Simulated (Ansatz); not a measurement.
**Bi2Te2Pb2Se3 in Ansatz, settings compared**

Run with:

```bash
ansatz run input.yaml --threads 1 --pin off --max-ram 2560MiB --backend cpu --events-out ev --progress --plain --runs-dir out
```

Input:

```yaml
crystal:
  lattice:
    - [2.201105, 3.812424, 0.0]
    - [-2.201105, 3.812424, 0.0]
    - [0.0, 0.0, 17.517426]
  atoms:
    - { symbol: Bi, position: [0.0, 0.0, 0.19477] }
    - { symbol: Bi, position: [0.0, 0.0, 0.80523] }
    - { symbol: Pb, position: [0.33333, 0.33334, 0.60123] }
    - { symbol: Pb, position: [0.66667, 0.66666, 0.39877] }
    - { symbol: Te, position: [0.33333, 0.33334, 0.9106] }
    - { symbol: Te, position: [0.66667, 0.66666, 0.0894] }
    - { symbol: Se, position: [0.33333, 0.33334, 0.29817] }
    - { symbol: Se, position: [0.66667, 0.66666, 0.70183] }
    - { symbol: Se, position: [0.0, 0.0, 0.5] }
  symmetry: { tolerance: 0.0003 }
kpoints:
  mp_grid: { grid: [5, 5, 1], shift: [0, 0, 0] }
magnetization:
  spin_polarized: false
scf:
  occupations: { method: fermi_dirac, width: 0.0178 }
hamiltonian:
  pseudopotentials: { kind: paw }
  xc: r2scan
basis:
  ecutwfc: 500
output:
  forces: true
  stress: true
  eigenvalues: true
```

Origin of the cell: a known structure type with other elements, at an estimated volume, so it need not be a known compound.

Output of this run (shortened):

```
Warning: the atoms were moved onto the symmetric positions of the space group found under crystal.symmetry.tolerance 3.0e-4 (fractional; no operation is sought that the atoms, as they stand i […]
Pseudopotentials: kind: paw
Pseudopotential: Bi, paw, valence charge 15, recommended cutoff 500 eV (meta_gga), Bi.paw.azcp
Pseudopotential: Pb, paw, valence charge 14, recommended cutoff 500 eV (meta_gga), Pb.paw.azcp
Pseudopotential: Te, paw, valence charge 16, recommended cutoff 500 eV (meta_gga), Te.paw.azcp
Pseudopotential: Se, paw, valence charge 16, recommended cutoff 500 eV (meta_gga), Se.paw.azcp
Functional definition: r2SCAN
  exchange = r2scan_x(k0 = k0, k1 = k1, a1 = a1)
  correlation = r2scan_c
Crystal: 9 atoms, lattice volume = 293.997 Å³
Basis set: ecut = 500 eV, 7395 PW (Γ), exchange–correlation on 144×144×512 points (64 copies of the dense FFT grid, shifted against one another)
[… 16 lines left out …]
Initial density: superposition of atomic densities (neutral atoms: chi_scale 0, normalization atom), corrected by the library's trained network
Functional: x = r2scan, c = r2scan; τ floored in thin density (d = 2e-4 eV/Å³)
SCF iter   1: F=—  HF=-79092.141225 eV  Δρ=4.84e-3  dr2=8.91e-2  dr2_τ=1.51e-2  defer=3
SCF iter   2: F=—  HF=-79092.142712 eV  Δρ=2.15e-3  dr2=1.43e-2  dr2_τ=6.59e-4  defer=37
SCF iter   3: F=—  HF=-79092.143111 eV  Δρ=7.35e-4  dr2=4.16e-3  dr2_τ=5.26e-5  defer=22
SCF iter   4: F=—  HF=-79092.143615 eV  Δρ=4.49e-4  dr2=6.12e-3  dr2_τ=1.47e-5  defer=22
SCF iter   5: F=—  HF=-79092.143307 eV  Δρ=2.11e-4  dr2=1.29e-4  dr2_τ=3.68e-6  defer=22
SCF iter   6: F=—  HF=-79092.143353 eV  Δρ=8.34e-5  dr2=2.64e-5  dr2_τ=7.94e-7  defer=22
SCF iter   7: F=—  HF=-79092.143370 eV  Δρ=2.45e-5  dr2=1.60e-6  dr2_τ=4.46e-8  defer=22
SCF iter   8: F=—  HF=-79092.143371 eV  Δρ=5.49e-6  dr2=1.22e-7  dr2_τ=5.28e-9  defer=22
SCF iter   9: F=-79092.143371 eV  HF=-79092.143371 eV  Δρ=2.04e-6  dr2=1.11e-8  dr2_τ=2.45e-10
SCF 1 converged in 9 iterations: F = -79092.143371 eV  dr2 = 1.11e-8
SCF converged after 9 iterations
Free energy (F): -79092.143371 eV
Harris-Foulkes:  -79092.143371 eV  (|F-HF|=5.24e-9)
Internal energy: -79092.143371 eV  (E = F + TS)
E sigma→0 (E₀):  -79092.143371 eV
Fermi energy:    8.116468 eV
--- Per-component energies (eV) ---
  E_band       = -2181.120927
  E_kinetic    = 1884.282572
  E_local      = -16811.100469  (includes V_loc(G=0)·N_el)
  E_nonlocal   = -580.031067
  E_hartree    = 7913.742071
  E_xc         = -1223.027625
  E_vxc        = -1141.858431  (∫ρ·V_xc dr)
  E_paw        = -57386.872937  (= ΣΔE_a)
  E_vpaw       = -1431.527648  (= ΣTr[D̂ρ^β])
  E_aug_tail   = -0.001186  (compensation charges beyond the density's cutoff)
  E_vtau       = 71.635638  (kinetic-family band-sum trace: ∫τ·v_τ [+ j·A + Jᵃ·Aᵃ] dr)
  E_ewald      = -12888.092229
  E_core_change = -1.042501  (= ΣΔE_core)
  E_smearing   = -0.000000  (= −TS)
  Σ components = -79092.143371   (vs F -79092.143371, Δ=0.00e0)
--- Forces (eV/Å), atoms counted from 1 ---
  atom   1  Bi     0.000000    -0.000000    -0.843145
  atom   2  Bi    -0.000000     0.000000     0.843145
[… 2 lines left out …]
  atom   5  Te     0.000000     0.000000    -0.802888
  atom   6  Te     0.000000    -0.000000     0.802888
  atom   7  Se     0.000000     0.000000     0.083779
  atom   8  Se     0.000000     0.000000    -0.083779
  atom   9  Se    -0.000000     0.000000     0.000000
  max |Σ_I F_I| component: 1.11e-16 eV/Å
--- Stress (GPa, compression-positive) ---
       -1.667195       0.000000      -0.000000
       -0.000000      -1.667195      -0.000000
        0.000000       0.000000      -1.513252
  P = ⅓ Tr σ = -1.6159 GPa (-16.159 kbar)
```

The same input was run again with these changes:

1. `basis.ecutwfc` 500 → "250 eV"; `scf.eigensolver.kind` default → davidson
2. `hamiltonian.xc` r2scan → revpbe
3. `scf.convergence.dr2_threshold` default → 1.0e-11; `basis.ecutrho_ratio` default → 8
4. `basis.ecutwfc` 500 → "51.4 Ry"; `scf.n_extra_bands` default → 4

```json
{"run": "base", "end": "converged", "SCF iterations": "9", "P (GPa)": "-1.62", "max force component (eV/Å)": "0.843", "moment (μB)": "–", "ΔE(σ→0) (meV/atom)": "0"}
{"run": "1", "end": "converged", "SCF iterations": "9", "P (GPa)": "-1.62", "max force component (eV/Å)": "0.835", "moment (μB)": "–", "ΔE(σ→0) (meV/atom)": "737.40"}
{"run": "2", "end": "converged", "SCF iterations": "9", "P (GPa)": "0.36", "max force component (eV/Å)": "0.733", "moment (μB)": "–", "ΔE(σ→0) (meV/atom)": "–"}
{"run": "3", "end": "converged", "SCF iterations": "13", "P (GPa)": "-1.62", "max force component (eV/Å)": "0.843", "moment (μB)": "–", "ΔE(σ→0) (meV/atom)": "0.00"}
{"run": "4", "end": "converged", "SCF iterations": "8", "P (GPa)": "-1.62", "max force component (eV/Å)": "0.843", "moment (μB)": "–", "ΔE(σ→0) (meV/atom)": "-0.43"}
```

Energies are compared only where functional, datasets, charge and starting cell are the same.

Not properties of the system: run 1 (too coarse or loose: `basis.ecutwfc` = "250 eV").

Caveats of the base run: no spin-orbit coupling, though heavy elements are present.

Run 1: the cutoff lies below the datasets' advice.
Run 2: forces of this functional can be a tenth off on datasets made under PBE.

The base run ran for 20 s on 1 thread of Arm Neoverse V2, on a shared host, peak memory 1.3 GiB, from the program's own first density.
